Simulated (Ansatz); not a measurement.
A (110) slab of Ca (Im-3m (No. 229)), 4 planes, outer planes Ca (top) and Ca (bottom), with 4 atoms (Ca4) in a surface cell of A = 13.215 Å², as cut from the bulk:

```
CELL_PARAMETERS angstrom
3.74384 0.00000 0.00000
-1.24795 3.52973 0.00000
0.00000 0.00000 24.17050
ATOMIC_POSITIONS crystal
Ca 0.50000 0.50000 0.31030
Ca 0.00000 0.00000 0.43677
Ca 0.50000 0.50000 0.56323
Ca 0.00000 0.00000 0.68970
```

All numbers below come from DFT PBEsol, scalar-relativistic, plane waves, PAW in Ansatz 0.2.0. Settings: cutoff 420 eV, Γ-centred mesh 10×10×1 on the computed 4-atom cell, Gaussian smearing of 0.10 eV; no spin polarisation.

Against the same 4 atoms in the bulk, the slab as cut lies 0.859 eV higher and the relaxed slab 0.841 eV higher.

(1) Work out the surface energy before and after relaxation.

(2) What is the ideal work of this cut, per area?

## Answers

(1) The slab has two faces, so γ = (E_slab − N·E_bulk)/(2A), the mean of both. As cut: 0.859/(2 × 13.215) = 0.0325 eV/Å², and 1 eV/Å² = 16.02 J/m², so γ = 0.52 J/m². Relaxed: 0.841/(2 × 13.215) = 0.0318 eV/Å² = 0.51 J/m². Relaxation recovers 2 % of the cost of cutting.

(2) Griffith's ideal work is 2γ: 1.04 J/m² if the new faces stay rigid, 1.02 J/m² if they relax. One thickness was run, 4 planes, so γ can still shift with it.

The reference crystal is the bcc form of Ca, which isn't its usual structure.